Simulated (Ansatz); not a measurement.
Input:

InAs:
Space group F-43m (No. 216); a = b = c = 6.1083 Å, α = β = γ = 90.00°

| atom | site | symmetry | x | y | z |
|---|---|---|---|---|---|
| As | 4c | -43m | 0.2500 | 0.2500 | 0.2500 |
| In | 4a | -43m | 0.0000 | 0.0000 | 0.0000 |
(The calculation used a cell of 2 atoms; values per cell refer to that cell.)

This is the r²SCAN-relaxed structure.

All from r²SCAN (plane waves, PAW; program Ansatz), unless another level is named. Estimate the Young's modulus.

73.8 GPa.

Next, the vibrational entropy at 300 K?

38.6 J/(K·mol of atoms).

And the highest zone-centre frequency (without LO–TO term)?

210 cm⁻¹.

The r²SCAN relaxation kept the symmetry of its start; phonons on a q-mesh show no instability.

Potentials: the later of the program's two PAW sets.
